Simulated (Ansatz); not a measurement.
Relaxed BN (wurtzite):

```
CELL_PARAMETERS angstrom
      5.10906     0.00000     0.00000
     -1.27726     2.21229     0.00000
      0.00000     0.00000     4.22457
ATOMIC_POSITIONS crystal
  B  0.33333 0.33333 0.99991
  B  0.83333 0.33333 0.99991
  B  0.16667 0.66667 0.49991
  B  0.66667 0.66667 0.49991
  N  0.33333 0.33333 0.62529
  N  0.83333 0.33333 0.62529
  N  0.16667 0.66667 0.12529
  N  0.66667 0.66667 0.12529
```

The atoms are displaced by Q × the pattern below (from a DFPT mode at M = (0.5, 0.0, 0.0), largest move 1; Q in Å), at fixed cell. (q is in reciprocal vectors of the primitive cell; the cell shown is doubled to hold the pattern.)

```json
[
 {"atom": "B1", "x": "0.345", "y": "0.199", "z": "0.620"},
 {"atom": "B2", "x": "-0.345", "y": "-0.199", "z": "-0.620"},
 {"atom": "B3", "x": "-0.345", "y": "-0.199", "z": "0.620"},
 {"atom": "B4", "x": "0.345", "y": "0.199", "z": "-0.620"},
 {"atom": "N5", "x": "0.730", "y": "0.422", "z": "-0.537"},
 {"atom": "N6", "x": "-0.730", "y": "-0.422", "z": "0.537"},
 {"atom": "N7", "x": "-0.730", "y": "-0.422", "z": "-0.537"},
 {"atom": "N8", "x": "0.730", "y": "0.422", "z": "0.537"}
]
```

These are PBE (plane waves to 420 eV, PAW, scalar-relativistic; Ansatz, a program for electronic structure) values and carry that method's errors. k mesh 15×15×8 (Γ-centred), Fermi-Dirac smearing 0.05 eV. BN was relaxed with its symmetry unable to fall.

At one point of the scan the forces (eV/Å) are:

```tsv
atom	Fx	Fy	Fz
B1	-0.959	-0.553	-1.190
B2	0.725	0.419	1.966
B3	0.959	0.553	-1.190
B4	-0.725	-0.419	1.966
N5	-2.475	-1.429	1.390
N6	2.131	1.230	-2.165
N7	2.475	1.429	1.390
N8	-2.131	-1.230	-2.165
```

Which point is it?
A) Q = 0.100 Å
B) Q = 0.017 Å
C) Q = 0.033 Å
D) Q = 0.083 Å

D, Q = 0.083 Å

(For displaced atoms, the force is minus the slope of the energy, and its curvature is a force constant, which sets phonon frequencies.)
